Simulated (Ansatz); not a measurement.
**Question.** Each is relaxed and computed with PBE (plane waves, PAW; program Ansatz). Which is the only metal?
A. SiC, zinc blende
B. AlBN2, chalcopyrite
C. AlGa3N4, P3m1 (Pearson symbol hP8)
D. AlRu2C, P6_3/mmc (Al on 2d, Ru on 4f, C on 2a)

**Answer.** D, AlRu2C, P6_3/mmc (Al on 2d, Ru on 4f, C on 2a). AlRu2C: metal; SiC: gap 1.37 eV (indirect); AlBN2: gap 2.89 eV (direct); AlGa3N4: gap 2.14 eV (direct). Typed or built starts, not in the databases checked: AlRu2C, P6_3/mmc (Al on 2d, Ru on 4f, C on 2a); AlBN2, chalcopyrite; AlGa3N4, P3m1 (Pearson symbol hP8). All cells were relaxed under the symmetry of their starts (and spin orders); stability against distortions was not tested throughout. Rows with no word on spin ran without spin polarisation. Spin–orbit coupling is left out wherever it is not named.

Potentials: the earlier of the program's two PAW sets.
